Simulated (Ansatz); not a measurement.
# A crystal of cell content C8H24O4 at more than one level of theory

Plane-wave PAW calculations in Ansatz, scalar-relativistic unless spin-orbit coupling is named; Γ-centred meshes, relaxations with the symmetry kept. Pressure is positive in compression. No spin polarisation at the first level.

Plane waves to 420 eV, a k mesh through Γ of 4×4×4 on the computed 36-atom cell and Gaussian smearing (0.02 eV); no spin polarisation.

Structure relaxed with PBE+D3(BJ):

```xyz
36
Lattice="5.4038 0.0000 0.0214 0.0000 6.8519 0.0000 -1.7209 0.0000 7.9322" Properties=species:S:1:pos:R:3 pbc="T T T"
H     4.8386    0.0802    1.4290
H     3.9782    6.7717    5.3951
H     4.1852    1.0771    3.4742
H     3.3247    5.7748    7.4403
H     1.8678    0.8329    3.5233
H     1.0074    6.0190    7.4894
H     2.3429    2.5425    3.5812
H     1.4825    4.3093    7.5473
H     2.1427    2.5304    6.0733
H     3.0031    4.3215    2.1072
H     1.7170    0.8014    6.0398
H     2.5774    6.0505    2.0737
H     0.6187    1.9880    5.3181
H     1.4791    4.8639    1.3520
H    -0.1915    2.8942    1.8350
H    -1.0520    3.9577    5.8011
H     4.3317    2.1529    0.5118
H     3.4712    4.6989    4.4779
H    -0.6589    1.0744    7.6164
H     0.2016    5.7775    3.6503
H     1.9421    1.8273    1.0369
H     1.0817    5.0246    5.0030
H    -0.5069    2.8401    7.7006
H     0.3535    4.0117    3.7345
C    -0.2110    2.0214    1.1679
C    -1.0714    4.8304    5.1340
C     2.3781    1.5909    4.1397
C     3.2385    5.2610    0.1736
C     1.6756    1.7395    5.4711
C     2.5360    5.1123    1.5050
C     1.0771    1.9313    0.3691
C     0.2167    4.9206    4.3352
O    -0.4143    0.8733    2.0020
O    -1.2747    5.9786    5.9681
O     3.7484    1.2219    4.3627
O     4.6088    5.6300    0.3966
```

Task: What changes with r2SCAN (relaxed anew)?

Result:
```tsv
level	cell	cutoff (eV)	k mesh	primitive cell	V (Å³/atom)	P (GPa; residual where relaxed)	gap on mesh (eV)
PBE+D3(BJ)	relaxed	420	4×4×4	a = 5.40 Å, b = 6.85 Å, c = 8.12 Å, α = 90.00°, β = 102.01°, γ = 90.00°	8.2	-0.01	5.75
r2SCAN	relaxed	500	4×4×4	a = 5.34 Å, b = 6.96 Å, c = 8.23 Å, α = 90.00°, β = 102.45°, γ = 90.00°	8.3	0.02	6.27
```

The start is a cell measured at 87 K (doi:10.1107/S0567740876002653), with 8.29 Å³ an atom; a static calculation leaves out thermal expansion, so the difference isn't the functional's error alone.

Cost: 2 runs of about 48 core-minutes in all, on Arm Neoverse V1 (shared hosts).